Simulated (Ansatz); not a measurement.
**LuVO₄, a database entry at a rescaled volume**

```yaml
crystal:
  lattice:
    - [-3.52120, 3.52120, 3.13075]
    - [3.52120, -3.52120, 3.13075]
    - [3.52120, 3.52120, -3.13075]
  atoms:
    - { symbol: Lu, position: [0.87500, 0.12500, 0.75000] }
    - { symbol: Lu, position: [0.12500, 0.87500, 0.25000] }
    - { symbol: V, position: [0.62500, 0.37500, 0.25000] }
    - { symbol: V, position: [0.37500, 0.62500, 0.75000] }
    - { symbol: O, position: [0.64160, 0.20530, 0.43630] }
    - { symbol: O, position: [0.20530, 0.26900, 0.56370] }
    - { symbol: O, position: [0.26900, 0.20530, 0.06370] }
    - { symbol: O, position: [0.20530, 0.64160, 0.93630] }
    - { symbol: O, position: [0.35840, 0.79470, 0.56370] }
    - { symbol: O, position: [0.79470, 0.35840, 0.06370] }
    - { symbol: O, position: [0.73100, 0.79470, 0.93630] }
    - { symbol: O, position: [0.79470, 0.73100, 0.43630] }
```

The numbers come from plane-wave PAW DFT (Ansatz): r2SCAN, no spin polarisation, 500 eV, 6×6×6 Γ-centred k points, fermi-dirac occupations (width 0.0176 eV). Nothing was relaxed.

Stress: The pressure is 0.3 GPa (compression positive), so with the atoms held at these fractions the cell is close to zero pressure; the forces are large, so a full relaxation may end otherwise.
Charges: Bader charges in e: Lu +2.30, V +2.28, O -1.14. In the mean Lu gives up most and O takes most.
Band edges: Within 0.7 eV of the edges, the states project mainly on O p (89 %) below the gap and on V d (69 %) and O p (20 %) above it.
Electronic structure: The gap is 3.45 eV, direct at the points sampled. A semilocal functional usually gives too small a gap.

Origin: a database entry at a rescaled volume. Caveats: no spin polarisation, so a magnetic state may lie lower.
